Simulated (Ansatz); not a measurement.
Data:

C:
```
C
1.0
   -2.17879     2.17879     1.24904
    2.17879    -2.17879     1.24904
    2.17879     2.17879    -1.24904
C
4
Direct
  0.18032   0.18032   0.36063
  0.81968   0.18032   0.00000
  0.18032   0.81968   0.00000
  0.81968   0.81968   0.63937
```

This is the r²SCAN+D4-relaxed structure.

Task: All from r²SCAN+D4 (plane waves, PAW; program Ansatz), unless another level is named. Give the smallest direct gap on the standard path.

Result: 4.97 eV.

Task: Next, the band gap?

Result: 2.65 eV (indirect).

Task: And the conduction-band minimum?

Result: on the Γ–Z line, 42 % of the way from Γ (2 equivalent valleys).

Task: Predict the valence-band maximum.

Result: at M.

Space group I4/mmm. The start of the workflow was typed in or built on a structure type; the Crystallography Open Database copy checked does not list it. It is not the phase usual at ambient conditions (space group No. 194, 227). Symmetry was held in the r²SCAN+D4 relaxation; its stability against distortions is not shown here.

Potentials: the later of the program's two PAW sets.
